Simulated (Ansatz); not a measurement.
# zincblende-structured BiTe

Method: r²SCAN, scalar-relativistic; no spin polarisation; PAW, 500 eV, Γ-centred 8×8×8 mesh, 0.05 eV Gaussian smearing; code Ansatz. The datasets are Ansatz's generated set soft_2.

```
Bi Te
1.0
     0.00000    3.59696    3.59696
     3.59696    0.00000    3.59696
     3.59696    3.59696    0.00000
Bi Te
1 1
Direct
  0.00000 0.00000 0.00000
  0.25000 0.25000 0.25000
```

The start was a prototype's sites filled with these elements. The Crystallography Open Database lists the compound in space groups P-3m1, Fm-3m (rock salt), so this is a trial structure.

The run above is the reference. The same cell was run again with other input settings; several of them aren't fit for production, so the rows show the settings' effect and aren't properties of the material.

| keys changed | outcome | ΔE (meV/atom) | P (GPa) | gap on the mesh (eV) | cell moment (μB) | largest force component (eV/Å) | SCF iterations | rough core-seconds | new warnings |
| --- | --- | --- | --- | --- | --- | --- | --- | --- | --- |
| none (reference) | converged | 0.0 | 0.0 | metal | – | 0.000 | – | – | – |
| hamiltonian.dispersion: "d3bjatm"; scf.eigensolver.kind: "davidson"; basis.precision: "f64"; scf.mixing.preconditioner: "none" | converged | – | -0.5 | metal | – | 0.000 | 6 | 14 | – |
| scf.algorithm: "density_mixing" | converged | 0.0 | 0.0 | metal | – | 0.000 | 6 | 12 | – |
| basis.ecutrho_ratio: 4 → 6 | converged | 0.0 | 0.0 | metal | – | 0.000 | 6 | 13 | – |

ΔE is the energy with the smearing extrapolated to zero. It is left out where the change alters the Hamiltonian or the spin treatment. The varied runs start from atomic densities (corrected by the program's trained start where that serves), with the default search for lower states unless a row changes it.

(1) What happens with these changes: hamiltonian.dispersion: "d3bjatm"; scf.occupations.method: "gaussian" → "methfessel_paxton"; scf.occupations.width: 0.05 → 0.15?

Answer:

(1) outcome converged, P (GPa) -0.5, gap on the mesh (eV) metal, largest force component (eV/Å) 0.000, SCF iterations 6, rough core-seconds 12.

Changing scf.algorithm only steers the path to self-consistency, so the energy stays within 0.5 meV/atom.

The pair part of a dispersion correction pulls inward (a three-body part mostly pushes out), and in metals and ionic crystals with large ions it often overbinds.

2 further runs (cut off, refused for memory, with changed atoms or starts, or in doubt) are left out.

Of the reference: These numbers lack spin–orbit coupling. The cell is a metal with an odd number of electrons, and spin polarisation wasn't tried. A displaced or strained copy of the relaxed cell lay 2.1 meV/atom lower, so the structure isn't a true minimum at this level, unless the mesh, which matters in a metal, makes it so.
